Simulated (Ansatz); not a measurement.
## Thermal properties of Si from its phonons

Theory: Ansatz, DFT PBE, scalar-relativistic, plane waves, PAW. Settings: 420 eV plane-wave cutoff, Γ-centred 12×12×12 mesh, fixed occupations. No spin polarisation. Phonons by linear response, acoustic sum rule imposed.

Relaxed structure:
```cif
data_structure
_symmetry_space_group_name_H-M 'Fd-3m:1'
_symmetry_Int_Tables_number 227
_cell_length_a 5.4700
_cell_length_b 5.4700
_cell_length_c 5.4700
_cell_angle_alpha 90.000
_cell_angle_beta 90.000
_cell_angle_gamma 90.000
_cell_volume 163.67
loop_
_atom_site_label
_atom_site_type_symbol
_atom_site_symmetry_multiplicity
_atom_site_Wyckoff_symbol
_atom_site_fract_x
_atom_site_fract_y
_atom_site_fract_z
_atom_site_occupancy
Si1 Si 8 b 0.00000 0.00000 0.50000 1
```

The cell has the diamond type, in a space group that the Crystallography Open Database lists for this formula; it was reached from a generator's guess.

Force constants from linear response on a 4×4×4 q mesh, interpolated to a fine mesh.

Phonon density of states, in bins of 10 cm⁻¹:
| bin centre (cm⁻¹) | share of modes (%) |
| --- | --- |
| 5 | 0.0 |
| 15 | 0.0 |
| 25 | 0.0 |
| 35 | 0.1 |
| 45 | 0.1 |
| 55 | 0.2 |
| 65 | 0.2 |
| 75 | 0.4 |
| 85 | 0.5 |
| 95 | 0.7 |
| 105 | 1.2 |
| 115 | 2.6 |
| 125 | 2.9 |
| 135 | 3.1 |
| 145 | 4.1 |
| 155 | 4.6 |
| 165 | 3.3 |
| 175 | 3.0 |
| 185 | 2.7 |
| 195 | 2.7 |
| 205 | 2.3 |
| 215 | 0.4 |
| 225 | 0.3 |
| 235 | 0.4 |
| 245 | 0.4 |
| 255 | 0.5 |
| 265 | 0.6 |
| 275 | 0.7 |
| 285 | 0.9 |
| 295 | 1.1 |
| 305 | 1.4 |
| 315 | 1.8 |
| 325 | 2.7 |
| 335 | 1.7 |
| 345 | 1.1 |
| 355 | 1.0 |
| 365 | 1.6 |
| 375 | 1.8 |
| 385 | 1.8 |
| 395 | 1.9 |
| 405 | 1.7 |
| 415 | 1.4 |
| 425 | 1.3 |
| 435 | 1.2 |
| 445 | 4.1 |
| 455 | 9.4 |
| 465 | 9.7 |
| 475 | 10.2 |
| 485 | 2.7 |
| 495 | 1.4 |
| 505 | 0.1 |

(1) Give the zero-point energy per atom.

(2) How large are the vibrational entropy and heat capacity at 300 K?

(3) Tabulate them against temperature.

Results:

(1) 60.2 meV.

(2) S = 2.37 k_B and C_V = 2.41 k_B per atom, 80 % of the Dulong–Petit value.

(3)
```csv
T (K),F_vib (meV/atom),S (k_B/atom),C_V (k_B/atom)
100,58.9,0.50,0.93
200,50.3,1.48,1.92
300,33.6,2.37,2.41
400,9.9,3.10,2.64
500,-19.4,3.70,2.76
600,-53.6,4.21,2.83
700,-91.8,4.65,2.87
800,-133.6,5.04,2.90
900,-178.5,5.38,2.92
1000,-226.2,5.69,2.94
```
